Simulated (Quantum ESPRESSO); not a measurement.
## Ca2MgZnO4 (convergence and cost over cutoff and k mesh)

Simulated, not a measurement. The program is pw.x of Quantum ESPRESSO 7.5 (plane-wave density functional theory). The cell is made up: 8 atoms on a rocksalt lattice, with randomly drawn elements, strain and displacements, not relaxed. PseudoDojo standard norm-conserving files (v0.5 for PBE, v0.4.1 for LDA and PBEsol) set the functional; there is no spin polarisation, spin-orbit coupling or dispersion term, and the masses in the input are unused placeholders.

Input of the run in row 2:

```
&control calculation='scf', pseudo_dir='./dojo.nc.sr.pbe.v0_5.standard.upf', outdir='./o', disk_io='medium', tprnfor=.true., tstress=.true. /
&system ibrav=0, nat=8, ntyp=4, nbnd=43, ecutwfc=84.00895049, nosym=.true., tot_charge=0,
 occupations='smearing', smearing='fd', degauss=0.0018374661
/
&electrons conv_thr=7.350e-09, electron_maxstep=60, /
ATOMIC_SPECIES
Ca 1.0 Ca.upf
Mg 1.0 Mg.upf
O 1.0 O.upf
Zn 1.0 Zn.upf
CELL_PARAMETERS angstrom
4.5021 -0.0526 -0.0016
-0.0526 4.5306 0.0086
-0.0016 0.0086 4.5977
ATOMIC_POSITIONS angstrom
Ca -0.0458 -0.001 0.0167
Mg -0.087 2.1725 2.368
Zn 2.3136 0.0131 2.2773
Ca 2.154 2.2437 -0.0298
O 2.2567 0.0224 0.0831
O 2.1999 2.2247 2.3992
O 4.495 -0.1066 2.3411
O 4.4743 2.2354 -0.045
K_POINTS automatic
4 4 4 1 1 1
```

The same cell was run at these settings. Meshes are shifted by half a step, and differences are from the last row, which is itself not exact.

| cutoff (eV) | k mesh | k points solved | threshold (eV) | free energy less the last row's (eV) | pressure (GPa) | largest stress difference (GPa) | largest force difference (eV/Å) | iterations | wall time (s) | k-point pools | processor |
| --- | --- | --- | --- | --- | --- | --- | --- | --- | --- | --- | --- |
| 800 | 2 x 2 x 2 | 4 | 1e-04 | 2.404 | -31.67 | 37.71 | 0.078 | 9 | 24 | 1 | AMD EPYC, Zen 5 class |
| 1143 | 4 x 4 x 4 | 32 | 1e-07 | 0.000 | 5.73 | 0.04 | 0.004 | 12 | 229 | 1 | AMD EPYC, Zen 5 class |
| 1437 | 6 x 6 x 6 | 108 | 1e-07 | 0.000 | 5.76 | 0.00 | 0.000 | 12 | 155 | 4 | AMD EPYC, Zen 5 class |

Each pool is one process. Wall times include start-up and a band step at six k points, which weighs most on the coarsest meshes. The runs were on shared virtual cores whose load varied, so times are rough.